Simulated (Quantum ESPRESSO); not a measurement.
# Computed records: In₃GaP₄ (made-up cell)

All values are calculated (Quantum ESPRESSO 7.5). Calculation on a made-up crystal cell, not a measurement, run twice, once with a planted mistake found by running each candidate: periodic Kohn-Sham density functional theory in plane waves with PseudoDojo standard norm-conserving scalar-relativistic pseudopotentials, each functional with its own files (v0.5 for PBE, v0.4.1 for LDA and PBEsol), no spin polarisation, no spin-orbit coupling, atoms not relaxed, stress positive in tension, energies less a fixed whole-eV offset for each atom's element; levels are Kohn-Sham levels at fractions of this cell's reciprocal vectors, counted from the reference band (half the neutral cell's valence electrons, rounded up) at Gamma; error bars cover cutoff and k-mesh only, not smearing or the files; a charged cell sits in a uniform background, with energy and stress on this program's zero of potential; each bar is the largest change over components, and at least 0.002 eV, 0.002 eV per angstrom or 0.02 GPa; energies are for the whole cell, and the offsets were chosen from early runs and are not element reference energies; a distance is the largest change of any value in units of its error bar, a scale change is of lengths, and a coarse mesh keeps the half-step shift.

```cif
# cell vector a (Å): 5.7891 -0.0348 -0.0326
# cell vector b (Å): -0.0348 5.8464 -0.0181
# cell vector c (Å): -0.0326 -0.0181 5.9122
data_In3GaP4
_symmetry_space_group_name_H-M 'P 1'
_symmetry_Int_Tables_number 1
_cell_length_a 5.7893
_cell_length_b 5.8465
_cell_length_c 5.9123
_cell_angle_alpha 90.351
_cell_angle_beta 90.638
_cell_angle_gamma 90.684
_cell_volume 200.09
loop_
_atom_site_label
_atom_site_type_symbol
_atom_site_fract_x
_atom_site_fract_y
_atom_site_fract_z
_atom_site_occupancy
In1 In 0.00214 0.00513 0.99671 1
In2 In 0.99305 0.50823 0.49634 1
Ga1 Ga 0.50690 0.99759 0.50182 1
In3 In 0.50405 0.50462 0.99411 1
P1 P 0.24115 0.25777 0.25030 1
P2 P 0.24843 0.74678 0.75735 1
P3 P 0.75161 0.25054 0.75771 1
P4 P 0.74255 0.75257 0.24803 1
_calc_lattice_type 'zincblende/diamond'
_calc_intended_functional 'pbe'
_calc_intended_cutoff 1088  # eV
_calc_intended_fermi_dirac_smearing 0.025  # eV
_calc_intended_scf_tolerance 1e-07  # eV
_calc_intended_electrons_removed 0
_calc_healthy_free_energy_less_offsets -1.149  # eV
_calc_healthy_smearing_term_minus_ts 0  # eV
_calc_healthy_scf_iterations 11
_calc_healthy_pressure 0.98  # GPa
_calc_healthy_stress_xx -1.46  # GPa
_calc_healthy_stress_yy -1.04  # GPa
_calc_healthy_stress_zz -0.43  # GPa
_calc_healthy_stress_yz -0.79  # GPa
_calc_healthy_stress_xz -1.38  # GPa
_calc_healthy_stress_xy 0.2  # GPa
_calc_faulty_free_energy_less_offsets -1.122  # eV
_calc_faulty_smearing_term_minus_ts 0  # eV
_calc_faulty_scf_iterations 3
_calc_faulty_pressure 2.34  # GPa
_calc_faulty_stress_xx -2.81  # GPa
_calc_faulty_stress_yy -2.41  # GPa
_calc_faulty_stress_zz -1.79  # GPa
_calc_faulty_stress_yz -0.66  # GPa
_calc_faulty_stress_xz -1.41  # GPa
_calc_faulty_stress_xy 0.21  # GPa
_calc_candidate_k_points_along_each_vector 1
_calc_candidate_cutoff 810  # eV
_calc_candidate_smearing 0.85  # eV
_calc_candidate_functional 'pbesol'
_calc_candidate_scf_tolerance 0.1  # eV
_calc_candidate_electrons_removed -1
_calc_candidate_scale_change 1.23  # percent
_calc_candidate_first_exchanged_site 2
_calc_candidate_second_exchanged_site 3
_calc_intended_k_mesh '4 x 4 x 4, shifted by half a step'
_calc_structure_shown 'as intended, without the mistake'
_calc_fault_kind ?
```

Atoms:
| atoms element | atom site | atom energy offset (eV) |
| --- | --- | --- |
| In | 1 | -1808 |
| In | 2 | -1808 |
| Ga | 3 | -2080 |
| In | 4 | -1808 |
| P | 5 | -189 |
| P | 6 | -189 |
| P | 7 | -189 |
| P | 8 | -189 |

Healthy forces:
| site | x (eV/Å) | y (eV/Å) | z (eV/Å) |
| --- | --- | --- | --- |
| 1 | -0.006 | -0.34 | 0.303 |
| 2 | 0.016 | -0.258 | 0.176 |
| 3 | -0.457 | 0.213 | 0.036 |
| 4 | -0.452 | -0.527 | 0.326 |
| 5 | 1.144 | -0.541 | 0.677 |
| 6 | 0.512 | 0.903 | -1.008 |
| 7 | -0.593 | -0.411 | -1.175 |
| 8 | -0.166 | 0.961 | 0.663 |

Faulty forces:
| site | x (eV/Å) | y (eV/Å) | z (eV/Å) |
| --- | --- | --- | --- |
| 1 | -0.304 | -1.05 | 0.114 |
| 2 | -0.601 | 0.106 | 0.451 |
| 3 | -0.463 | 0.298 | 0.083 |
| 4 | 0.075 | -0.674 | 0.094 |
| 5 | 1.251 | -0.455 | 0.727 |
| 6 | 0.624 | 1.023 | -1.012 |
| 7 | -0.514 | -0.331 | -1.193 |
| 8 | -0.067 | 1.084 | 0.737 |

Candidate mistake: coarse kmesh, low cutoff, wide smearing, wrong functional, loose scf, wrong charge, cell scaled, atoms exchanged

Questions
1. In₃GaP₄ (made-up cell): fault kind?

## Answers
1. loose scf

Further results for In₃GaP₄ (made-up cell):

| Item | Value |
| --- | --- |
| other mistakes run | 7 |
| distance from healthy | 354.9 error bars |
| distance from nearest other mistake | 380.1 error bars |
| healthy error bar energy | 0.008599 eV |
| healthy error bar stress | 0.02 GPa |
| healthy error bar force | 0.002 eV/Å |
